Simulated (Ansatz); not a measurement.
The cell below belongs to a search over invented structures; it isn't taken from experiment.

Input and command of a plane-wave DFT calculation in Ansatz:

```yaml
crystal:
  lattice:
    - [-3.283635543, 3.283635543, 3.5885036939]
    - [3.283635543, -3.283635543, 3.5885036939]
    - [3.283635543, 3.283635543, -3.5885036939]
  atoms:
    - { symbol: Yb, position: [0.75, 0.25, 0.5], spin: -0.17 }
    - { symbol: Yb, position: [0.25, 0.75, 0.5], spin: -0.17 }
    - { symbol: Re, position: [0.0, 0.0, 0.0], spin: 0.74 }
    - { symbol: S, position: [0.2482336369, 0.2482336369, 0.4964672738] }
    - { symbol: S, position: [0.2482336369, 0.7517663631, 0.0] }
    - { symbol: S, position: [0.7517663631, 0.7517663631, 0.5035327262] }
    - { symbol: S, position: [0.7517663631, 0.2482336369, 0.0] }
basis:
  ecutwfc: 420
kpoints:
  mp_grid: { grid: [8, 8, 8] }
hamiltonian:
  xc: pbe
scf:
  occupations: { method: gaussian, width: 0.1 }
output:
  forces: true
  stress: true
  eigenvalues: true
  populations: true
magnetization:
  spin_polarized: true
relax:
  adjacent_minimum: "off"
  f_tol: 0.01
  max_steps: 80
  cell: { stress_tol: 0.05 }
```

```bash
ansatz run input.yaml --threads 1 --pin off --max-ram 2560MiB --backend cpu --events-out ev --progress --plain --runs-dir out
```

Processor: Intel(R) Xeon(R) Processor @ 2.50GHz (Skylake/Cascade Lake), 1 thread, on a host shared with other jobs.

Estimate time, memory and problem size.

About 14 min, peak memory 0.96 GiB. It solves 53 bands at 59 k points (after reduction by symmetry) with about 3037 plane waves (on the last cell), in 50 SCF iterations over 4 ionic steps.
